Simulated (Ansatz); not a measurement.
Sr2CuO3:
```yaml
crystal:
  lattice:
    - [-1.75480, 1.96385, 6.29768]
    - [1.75480, -1.96385, 6.29768]
    - [1.75480, 1.96385, -6.29768]
  atoms:
    - { symbol: Sr, position: [0.14677, 0.64677, 0.50000] }
    - { symbol: Sr, position: [0.85323, 0.35323, 0.50000] }
    - { symbol: Cu, position: [0.50000, 0.00000, 0.50000] }
    - { symbol: O, position: [0.00000, 0.00000, 0.00000] }
    - { symbol: O, position: [0.34592, 0.84592, 0.50000] }
    - { symbol: O, position: [0.65408, 0.15408, 0.50000] }
```

Relaxed with r²SCAN. Special points in fractions of this cell's reciprocal vectors: Γ (0.000, 0.000, 0.000); X (0.500, 0.500, -0.500); F2 (0.269, 0.731, -0.269); Σ0 (-0.269, 0.269, 0.269); Y0 (0.274, -0.274, 0.274); U0 (0.726, 0.274, -0.274); R (0.000, 0.500, 0.000); W (0.250, 0.250, 0.250); S (0.500, 0.000, 0.000); T (0.000, 0.000, 0.500).

**Question.** List the band energies nearest the Fermi level at these points for r²SCAN (plane waves, PAW; program Ansatz).

**Answer.** In eV from the Fermi level; about four levels below and three above (degenerate sets whole), none deeper than 8.9 eV; points with the same levels are listed once.

```tsv
k	below	above
Γ	-2.07 -1.90 -1.67 -1.54	1.80 3.31 4.13
X	-2.32 -1.69 -1.54 -1.54	2.43 4.09 4.14
F2	-2.35 -2.30 -2.23 -1.20	3.47 5.40 5.77
Y0	-2.33 -1.90 -1.79 -1.72	0.69 4.52 4.79
R	-2.32 -2.25 -2.24 -1.22	3.47 5.53 5.66
W	-2.18 -1.91 -1.81 -1.68	0.79 1.27 4.15
S	-2.36 -1.93 -1.77 -1.68	0.72 4.54 4.94
T	-2.37 -1.85 -1.79 -1.67	0.81 1.21 4.56
```

Space group Immm. The first step of the workflow began from a Materials Project structure, measured or hypothetical; the Crystallography Open Database files this formula in space group No. 71, but the cells were not matched. Its standing as an ambient phase is unchecked. The cell was relaxed with r²SCAN under the symmetry of its start; its stability against distortions is not shown here. The run is not spin-polarised. No Hubbard U is applied. Without spin polarisation and U, an open-shell compound can come out a false metal. Scalar-relativistic: spin–orbit coupling is off unless named, which matters more the heavier the elements.

Potentials: the later of the program's two PAW sets.
